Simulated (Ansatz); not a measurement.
BC5:
```xyz
6
Lattice="2.5516 0.0000 0.0000 -1.2758 2.2098 0.0000 0.0000 0.0000 6.3906" Properties=species:S:1:pos:R:3 pbc="T T T"
B      0.0000     0.0000     0.0242
C      0.0000     1.4732     0.7090
C      0.0000     1.4732     2.2120
C      1.2758     0.7366     2.7400
C      1.2758     0.7366     4.2943
C      0.0000     0.0000     4.7976
```

This is the PBE-relaxed structure.

Task: All from the program Ansatz at the PBE level (PAW), unless another level is named. Estimate the electronic character.

Result: metallic (no gap).

Task: Next, the formation energy from the elements (no fitted shifts)?

Result: 0.26 eV/atom.

Task: What about the density of states at the Fermi level?

Result: 0.13 states/eV per atom (mean over ±0.08 eV).

Space group P3m1. The start of the workflow was typed in or built on a structure type; the Crystallography Open Database copy checked does not list it. Whether it is the stable phase at ambient conditions was not checked. Symmetry was held in the PBE relaxation; whether a distortion lowers the energy is not shown. Its formation energy is positive at this level, so the cell may be metastable or incomplete. The references are the lowest solids computed at this level, not always the standard phases.

Potentials: the earlier of the program's two PAW sets.
